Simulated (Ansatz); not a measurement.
YOF:
```
CELL_PARAMETERS angstrom
      3.77060     0.00000     0.00000
      0.00000     3.77060     0.00000
      0.00000     0.00000     5.35491
ATOMIC_POSITIONS crystal
  Y  0.50000 0.00000 0.71318
  Y  0.00000 0.50000 0.28682
  O  0.00000 0.00000 0.50000
  O  0.50000 0.50000 0.50000
  F  0.50000 0.50000 0.00000
  F  0.00000 0.00000 0.00000
```

Relaxed with LDA. Special points in fractions of this cell's reciprocal vectors: Γ (0.000, 0.000, 0.000); X (0.000, 0.500, 0.000); M (0.500, 0.500, 0.000); Z (0.000, 0.000, 0.500); R (0.000, 0.500, 0.500); A (0.500, 0.500, 0.500).

Problem. List the band energies nearest the valence-band maximum at these points for DFT-LDA in the program Ansatz with PAW potentials.

Solution. In eV from the valence-band maximum; about four levels below and three above (degenerate sets whole), none deeper than 8.9 eV; points with the same levels are listed once.

```tsv
k	below	above
Γ	-1.64 -1.06 -0.28 -0.28	5.03 5.60 5.74
X	-1.80 -1.80 -0.72 -0.72	5.51 5.51 6.72 6.72
M	-0.65 -0.65 -0.35 -0.35	5.10 5.10 6.90 6.90
Z	-2.30 -2.30 -2.16 -0.14 -0.14	5.59 6.05 6.26
R	-1.65 -1.65 -1.05 -1.05	6.42 6.42 6.58 6.58
A	-0.83 -0.83 -0.38 -0.38	5.55 5.55 6.98 6.98
```

Space group P4/nmm. The workflow started from a Materials Project entry (that database holds measured and hypothetical structures alike); the Crystallography Open Database copy checked does not list it. COD files the formula under space group No. 166, so this cell is another polymorph or a model. Its standing as an ambient phase is unchecked. The cell was relaxed with LDA under the symmetry of its start; phonons on a q-mesh show no instability. The run is not spin-polarised. Scalar-relativistic: spin–orbit coupling is off unless named, which matters more the heavier the elements.

Potentials: the later of the program's two PAW sets.
